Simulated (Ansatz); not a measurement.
Relaxed-ion elastic tensor of MgTe (CsCl type, Pm-3m) in GPa (Voigt order), DFT-LDA in the program Ansatz with PAW potentials; density 5.25 g/cm³, 24.00 Å³ per atom.

```csv
,1,2,3,4,5,6
1,64.6,45.2,45.2,0.0,0.0,0.0
2,45.2,64.6,45.2,0.0,0.0,0.0
3,45.2,45.2,64.6,0.0,0.0,0.0
4,0.0,0.0,0.0,-1.0,0.0,0.0
5,0.0,0.0,0.0,0.0,-1.0,0.0
6,0.0,0.0,0.0,0.0,0.0,-1.0
```

Question: Is the crystal mechanically stable?

Answer: On the edge, within the error: the smallest eigenvalue of C is -1.0 GPa.

A made-up cell: these elements were put on the sites of a structure type; neither database checked (COD, Materials Project) lists it. COD files the formula under space group No. 186, so this cell is another polymorph or a model. Its standing as an ambient phase is unchecked. The LDA relaxation kept the symmetry of its start. At this level the phase is dynamically unstable (imaginary phonons). As this level gives no gap, shear constants depend on the k-mesh and smearing (Fermi–Dirac, 0.1 eV here). Spin–orbit coupling is left out wherever it is not named.

Potentials: the later of the program's two PAW sets.
